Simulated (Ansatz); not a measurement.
C:
```
C
1.0
    0.00000     1.77690     1.77690
    1.77690     0.00000     1.77690
    1.77690     1.77690     0.00000
C
2
Cartesian
  1.77690   1.77690   1.77690
  2.66534   2.66534   2.66534
```

Relaxed with PBEsol. Special points in fractions of this cell's reciprocal vectors: Γ (0.000, 0.000, 0.000); X (0.500, 0.000, 0.500); U (0.625, 0.250, 0.625); K (0.375, 0.375, 0.750); L (0.500, 0.500, 0.500); W (0.500, 0.250, 0.750).

Task: List the band energies nearest the valence-band maximum at these points for PBEsol (plane waves, PAW; program Ansatz).

Result: In eV from the valence-band maximum; about four levels below and three above (degenerate sets whole), none deeper than 8.9 eV; … stands for higher levels left out; points with the same levels are listed once.

```
k           below          above
-  --------------  -------------
Γ  0.00 0.00 0.00              …
X     -6.41 -6.41    4.63 4.63 …
U           -5.46   5.56 10.71 …
L     -2.85 -2.85    8.43 8.43 …
W     -8.51 -8.51  10.51 10.51 …
```

Space group Fd-3m (diamond). The PBEsol relaxation kept the symmetry of its start.

Potentials: the later of the program's two PAW sets.
